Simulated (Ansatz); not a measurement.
Cell and atoms are relaxed with the symmetry kept. Start:

```cif
data_structure
_symmetry_space_group_name_H-M 'Cmc2_1'
_symmetry_Int_Tables_number 36
_cell_length_a 10.0087
_cell_length_b 5.7730
_cell_length_c 5.3903
_cell_angle_alpha 90.000
_cell_angle_beta 90.000
_cell_angle_gamma 90.000
_cell_volume 311.45
loop_
_atom_site_label
_atom_site_type_symbol
_atom_site_symmetry_multiplicity
_atom_site_Wyckoff_symbol
_atom_site_fract_x
_atom_site_fract_y
_atom_site_fract_z
_atom_site_occupancy
In1 In 4 a 0.00000 0.67473 0.48970 1
Ga1 Ga 8 b 0.67047 0.66338 0.49257 1
N1 N 8 b 0.68025 0.65343 0.85888 1
N2 N 4 a 0.00000 0.69255 0.89539 1
```

Level of theory: DFT r2SCAN, scalar-relativistic, plane waves, PAW (Ansatz 0.2.0).

Settings: cutoff 500 eV, Γ-centred mesh 6×6×6 on the computed 12-atom cell, Gaussian smearing of 0.02 eV; no spin polarisation.

Q: What does it relax to?

A: The volume goes down by 0.36 Å³/atom to 12.61 Å³/atom, and the energy falls by 5.5 meV/atom. Final structure:
```xyz
12
Lattice="4.9597 -2.8602 0.0000 4.9597 2.8602 0.0000 0.0000 0.0000 5.3353" Properties=species:S:1:pos:R:3 pbc="T T T"
In    4.9597    1.0015    5.2784
In    4.9597   -1.0015    2.6107
Ga    1.6917    0.9349    5.2954
Ga    8.2277    0.9349    5.2954
Ga    8.2277   -0.9349    2.6277
Ga    1.6917   -0.9349    2.6277
N     1.7891    0.8768    1.9149
N     8.1303    0.8768    1.9149
N     8.1303   -0.8768    4.5825
N     1.7891   -0.8768    4.5825
N     4.9597    1.1019    2.1118
N     4.9597   -1.1019    4.7794
```

Cost: 1 run of about 19 core-minutes, on Intel Xeon Processor @ 2.50GHz (Skylake/Cascade Lake) (shared hosts).